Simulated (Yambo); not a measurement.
**RbBr: sweep of GW parameters**

G0W0@PBEsol for RbBr (rock salt, space group Fm-3m, No. 225) in Yambo. Reference settings: 4×4×4 Γ-centred k mesh, 224 bands and a 7 Ry block in the screening, 224 bands in G with the Bruneval-Gonze terminator, plasmon pole fitted at 27.2 eV. The PBEsol gap Γ → Γ on this mesh is 4.06 eV; G0W0 gaps are taken between the same points.

```
change from the reference       G0W0 gap Γ → Γ (eV)  shift of the valence edge (eV)        rough Yambo cost
------------------------------  -------------------  ------------------------------  ----------------------
reference settings                             6.58                           -1.84                       1
78 bands in W, 78 bands in G                   6.51                           -1.62               about 1/3
138 bands in W, 138 bands in G                 6.54                           -1.76  within a factor of two
138 bands in G                                 6.57                           -1.83                       –
3 Ry block                                     6.36                           -1.67  within a factor of two
no random integration                          6.47                           -1.64                       –
```

The reference isn't shown to be the converged limit. Costs are rough (shared machines), scaled to the same edge states, and given only for runs that recompute the screening.

Spin-orbit coupling is included.

Geometry relaxed with PBEsol; primitive cell a = b = c = 4.8389 Å, α = β = γ = 60.00°.

A shift is the quasiparticle energy of the state minus its PBEsol energy.
